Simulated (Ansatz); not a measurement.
Space group Pm-3m (No. 221). a = 3.875 Å, b = 3.875 Å, c = 3.875 Å, α = 90.00°, β = 90.00°, γ = 90.00°
| atom | site | symmetry | x | y | z |
| --- | --- | --- | --- | --- | --- |
| Na | 1a | m-3m | 0.0000 | 0.0000 | 0.0000 |
| W | 1b | m-3m | 0.5000 | 0.5000 | 0.5000 |
| O | 3c | 4/mm.m | 0.5000 | 0.5000 | 0.0000 |

Equation of state of this NaWO$_{3}$ structure (not necessarily the ground state), with shape and atoms relaxed at each volume where symmetry leaves them free. It has no gap at any of these volumes. All numbers below come from DFT PBEsol, scalar-relativistic, plane waves, PAW in Ansatz 0.2.0.

Settings: cutoff 420 eV, Γ-centred mesh 10×10×10 on the computed 5-atom cell, Gaussian smearing of 0.10 eV; no spin polarisation.

| V (Å³/atom) | E − E(largest V) (meV/atom) | P (GPa) |
| --- | --- | --- |
| 10.244 | 79.23 | 38.07 |
| 10.593 | 9.71 | 26.09 |
| 10.942 | -35.76 | 15.94 |
| 11.291 | -60.83 | 7.32 |
| 11.641 | -68.55 | 0.00 |
| 11.990 | -61.60 | -6.21 |
| 12.339 | -42.11 | -11.48 |
| 12.805 | 0.00 | -17.27 |

**Question.** Fit a third-order Birch–Murnaghan equation to E(V).

**Answer.** V0 = 11.64 Å³/atom, B0 = 224 GPa, B0' = 4.4.

Spin-orbit coupling is left out, which matters for the bands of heavy elements. Spin polarisation was left out, and a magnetic state may lie lower.

Symmetry holds off the tilts and polar distortions that many cubic perovskites undergo.